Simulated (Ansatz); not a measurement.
**Fe (dhcp): energy against volume**

Method: DFT, BLYP, plane waves (420 eV) with PAW, scalar-relativistic (Ansatz 0.2.0). (PAW data from PBE, frozen cores regenerated.)

The cell is scaled uniformly from the relaxed one, with fractional coordinates and shape fixed. Energies are extrapolated to zero smearing, pressures are those at the given smearing. Magnetic state: spin not included. It is not the lowest magnetic state of this structure.

A Birch-Murnaghan fit gives V₀ = 10.65 Å³/atom, B₀ = 255 GPa, B₀′ = 4.6.

Q: What are the energy above the minimum and the pressure at 9.822 Å³/atom?

A: 59.8 meV/atom and 25.55 GPa as computed.

Q: What are the energy above the minimum and the pressure at 10.249 Å³/atom?

A: 12.9 meV/atom and 11.33 GPa as computed.

Q: What are the energy above the minimum and the pressure at 11.957 Å³/atom?

A: 102.8 meV/atom and -21.91 GPa as computed.
